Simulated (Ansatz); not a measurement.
According to r²SCAN (plane waves, PAW; program Ansatz), Zr$_{3}$HRh in the cubic phase (Pm-3m; Rh on 1a, Zr on 3c, H on 1b) relaxes to a = 4.350 Å. Rh has 12 nearest neighbours from 3.08 Å (cuboctahedral); H has 6 nearest neighbours from 2.18 Å (octahedral). Against the elements it lies at -0.29 eV/atom, with no fitted shifts.

Electronic character: metallic (no gap). Gap from r²SCAN with spin–orbit coupling: none (metallic).

An equation-of-state fit gives a bulk modulus of 131 GPa. The relaxed-ion elastic constants in GPa are C11 = 125, C12 = 134, C44 = -10.8. Bader charges are Rh -2.02, Zr +0.95, H -0.81 e.

The start of the workflow was typed in or built on a structure type; neither database checked (COD, Materials Project) lists it. Whether it is the stable phase at ambient conditions was not checked. Symmetry was held in the r²SCAN relaxation. At this level the phase is mechanically unstable. The run is not spin-polarised. As this level gives no gap, shear constants depend on the k-mesh and smearing (Fermi–Dirac, 0.1 eV here). On the denser mesh and wider smearing of the elastic run this cell carries a stress of 0.3 GPa. The references are the lowest solids computed at this level, not always the standard phases (solids in place of the gases). Scalar-relativistic: spin–orbit coupling is off unless named, which matters more the heavier the elements.

Potentials: the earlier of the program's two PAW sets.
